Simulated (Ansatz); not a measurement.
Ca: strain and displacement

```xyz
1
Lattice="0.0000 2.7942 2.7942 2.7942 0.0000 2.7942 2.7942 2.7942 0.0000" Properties=species:S:1:pos:R:3 pbc="T T T"
Ca    0.0000    0.0000    0.0000
```

The conventional cell has a = 5.588 Å, b = 5.588 Å, c = 5.588 Å, α = 90.00°, β = 90.00°, γ = 90.00°. Around Ca (atom 1) lie 12 Ca at 3.95 Å.

The structure is an experimental refinement, used without relaxation.

Theory: DFT, PBEsol, all-electron LAPW, scalar-relativistic (Ansatz 0.2.0).

Settings: a Γ-centred 11×11×11 k mesh, Fermi–Dirac smearing of 0.05 eV, basis error target 1 meV/atom, no spin polarisation.

The unchanged cell is at -1.16 GPa.

In a metal, stresses and small energies carry noise from the k mesh.

x, y and z are the Cartesian axes of the cell as listed; fractional coordinates follow a strain, and an engineering shear is twice the off-diagonal strain component.

Problem. One change gave: energy change +2 meV/atom; stress change (xx, yy, zz, yz, xz, xy) 0.01, 0.01, 0.01, -0.29, -0.29, -0.29 GPa, compression positive. Which change was it?
A. equal xy, yz and zx engineering shear strains of +2 %
B. equal xy, yz and zx engineering shear strains of +1 %
C. equal xy, yz and zx engineering shear strains of -2 %
D. equal xy, yz and zx engineering shear strains of -1 %

Solution. A. For equal xy, yz and zx engineering shear strains of -2 %: energy change +2 meV/atom; stress change (xx, yy, zz, yz, xz, xy) 0.01, 0.01, 0.01, 0.27, 0.27, 0.27 GPa, compression positive. For equal xy, yz and zx engineering shear strains of -1 %: energy change under 1 meV/atom; stress change (xx, yy, zz, yz, xz, xy) 0.00, 0.00, 0.00, 0.14, 0.14, 0.14 GPa, compression positive. For equal xy, yz and zx engineering shear strains of +1 %: energy change under 1 meV/atom; stress change (xx, yy, zz, yz, xz, xy) 0.00, 0.00, 0.00, -0.14, -0.14, -0.14 GPa, compression positive.
